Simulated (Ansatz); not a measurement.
A generator proposed this cell of Rb₂ScCrC₆N₆.

```
Rb Sc Cr C N
1.0
     0.00000    5.22200    5.22200
     5.22200    0.00000    5.22200
     5.22200    5.22200    0.00000
Rb Sc Cr C N
2 1 1 6 6
Direct
  0.25000 0.25000 0.25000
  0.75000 0.75000 0.75000
  0.00000 0.00000 0.00000
  0.50000 0.50000 0.50000
  0.80640 0.19360 0.19360
  0.19360 0.80640 0.19360
  0.19360 0.19360 0.80640
  0.19360 0.80640 0.80640
  0.80640 0.19360 0.80640
  0.80640 0.80640 0.19360
  0.69437 0.30563 0.30563
  0.30563 0.69437 0.30563
  0.30563 0.30563 0.69437
  0.30563 0.69437 0.69437
  0.69437 0.30563 0.69437
  0.69437 0.69437 0.30563
```

The calculation used DFT PBE, scalar-relativistic, plane waves, PAW in Ansatz 0.2.0. Plane waves to 420 eV, a k mesh through Γ of 4×4×4 on the computed 16-atom cell and Gaussian smearing (0.10 eV); collinear spin from starting moments 0.0 0.0 0.0 3.0 0.0 0.0 0.0 0.0 0.0 0.0 0.0 0.0 0.0 0.0 0.0 0.0 μB.

Formation energies are uncorrected and refer to the elements' standard structures at the same level (N₂ as a molecule).

Q: Estimate its pressure, forces and energy as it stands.

A: The pressure is 9.0 GPa (it wants to expand), the largest force is 2.40 eV/Å, and the energy is +0.03 eV/atom against the elements. The shortest distance is 1.17 Å.

Q: Is it a good guess?

A: A fair one: relaxing gains about 0.18 eV/atom (the start's value is from the coarse mesh, so the gain is rough) in 11 ionic steps and ends at −0.15 eV/atom on the finer mesh. The symmetry stays Fm-3m (No. 225). The volume per atom grows by 12.3 %, from 17.8 to 20.0 Å³. The shortest distance goes from 1.17 Å (C–N) to 1.18 Å (C–N). Conventional cell: a = 10.854 Å. Around Rb lie 12 C at 3.86 Å and 12 N at 3.91 Å; Sc has 6 C at 2.29 Å; around Cr lie 6 N at 1.95 Å; C is surrounded by 1 N at 1.18 Å, 1 Sc at 2.29 Å, 1 Cr at 3.13 Å, 4 C at 3.24 Å, 4 N at 3.69 Å and 4 Rb at 3.86 Å; around N lie 1 C at 1.18 Å, 1 Cr at 1.95 Å, 4 N at 2.76 Å, 1 Sc at 3.47 Å, 4 C at 3.69 Å, 1 N at 3.90 Å and 4 Rb at 3.91 Å.

The last run used collinear spin, a 6×6×6 mesh for its 16-atom cell and Gaussian smearing of 0.10 eV. The reference form of C is held partly by dispersion forces, which this level lacks. Another magnetic order may lie lower. The relaxation can't lower the symmetry of the start, and the grade says only how near the guess is to its own end. A structure relaxed within its symmetry needn't be a true minimum.
